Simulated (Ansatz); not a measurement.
Geometry optimisation in Ansatz: input, command and trajectory.

```yaml
crystal:
  lattice:
    - [3.69, 0.0, 0.0]
    - [0.0, 3.69, 0.0]
    - [0.0, 0.0, 3.69]
  atoms:
    - { symbol: Cu, position: [0.0, 0.5, 0.5] }
    - { symbol: Cu, position: [0.5, 0.0, 0.5] }
    - { symbol: Cu, position: [0.5, 0.5, 0.0] }
    - { symbol: Pd, position: [0.0, 0.0, 0.0] }
basis:
  ecutwfc: 420
kpoints:
  mp_grid: { grid: [12, 12, 12] }
hamiltonian:
  xc: pbesol
scf:
  occupations: { method: gaussian, width: 0.1 }
output:
  forces: true
  stress: true
  eigenvalues: true
relax:
  adjacent_minimum: "off"
  f_tol: 0.005
  max_steps: 80
  cell: { stress_tol: 0.05 }
```

```bash
ansatz run input.yaml --threads 1 --pin off --max-ram 2560MiB --backend cpu --events-out ev --progress --plain --runs-dir out
```

Method: DFT PBEsol, scalar-relativistic, plane waves, PAW in Ansatz 0.2.0.

Of 5 frames 5 are shown, positions in Å and forces in eV/Å; the SCF threshold varies from step to step. Steps run on the plane waves of an earlier cell, with a Pulay correction in the pressure. The basis is chosen afresh for the last frame, the zero of the energies, and at times for earlier ones too; energy and pressure step there, also at an unchanged geometry.

```xyz
4
Lattice="3.6900 0.0000 0.0000 0.0000 3.6900 0.0000 0.0000 0.0000 3.6900" Properties=species:S:1:pos:R:3:forces:R:3 pbc="T T T" step=1 free_energy_over_end_meV_per_atom=5.70 pressure_GPa=-4.86
Cu    0.0000    1.8450    1.8450    0.0000    0.0000    0.0000
Cu    1.8450    0.0000    1.8450    0.0000    0.0000    0.0000
Cu    1.8450    1.8450    0.0000    0.0000    0.0000    0.0000
Pd    0.0000    0.0000    0.0000    0.0000    0.0000    0.0000
4
Lattice="3.6624 0.0000 0.0000 0.0000 3.6624 0.0000 0.0000 0.0000 3.6624" Properties=species:S:1:pos:R:3:forces:R:3 pbc="T T T" step=2 free_energy_over_end_meV_per_atom=0.15 pressure_GPa=-1.23
Cu    0.0000    1.8312    1.8312    0.0000    0.0000    0.0000
Cu    1.8312    0.0000    1.8312    0.0000    0.0000    0.0000
Cu    1.8312    1.8312    0.0000    0.0000    0.0000    0.0000
Pd    0.0000    0.0000    0.0000    0.0000    0.0000    0.0000
4
Lattice="3.6532 0.0000 0.0000 0.0000 3.6532 0.0000 0.0000 0.0000 3.6532" Properties=species:S:1:pos:R:3:forces:R:3 pbc="T T T" step=3 free_energy_over_end_meV_per_atom=-0.24 pressure_GPa=0.08
Cu    0.0000    1.8266    1.8266    0.0000    0.0000    0.0000
Cu    1.8266    0.0000    1.8266    0.0000    0.0000    0.0000
Cu    1.8266    1.8266    0.0000    0.0000    0.0000    0.0000
Pd    0.0000    0.0000    0.0000    0.0000    0.0000    0.0000
4
Lattice="3.6538 0.0000 0.0000 0.0000 3.6538 0.0000 0.0000 0.0000 3.6538" Properties=species:S:1:pos:R:3:forces:R:3 pbc="T T T" step=4 free_energy_over_end_meV_per_atom=-0.24 pressure_GPa=0.00
Cu    0.0000    1.8269    1.8269    0.0000    0.0000    0.0000
Cu    1.8269    0.0000    1.8269    0.0000    0.0000    0.0000
Cu    1.8269    1.8269    0.0000    0.0000    0.0000    0.0000
Pd    0.0000    0.0000    0.0000    0.0000    0.0000    0.0000
4
Lattice="3.6538 0.0000 0.0000 0.0000 3.6538 0.0000 0.0000 0.0000 3.6538" Properties=species:S:1:pos:R:3:forces:R:3 pbc="T T T" step=5 free_energy_over_end_meV_per_atom=0.00 pressure_GPa=0.02
Cu    0.0000    1.8269    1.8269    0.0000    0.0000    0.0000
Cu    1.8269    0.0000    1.8269    0.0000    0.0000    0.0000
Cu    1.8269    1.8269    0.0000    0.0000    0.0000    0.0000
Pd    0.0000    0.0000    0.0000    0.0000    0.0000    0.0000
```

The run took 59 s on 1 thread of Arm Neoverse V1, with other jobs on the host, peak memory 0.43 GiB.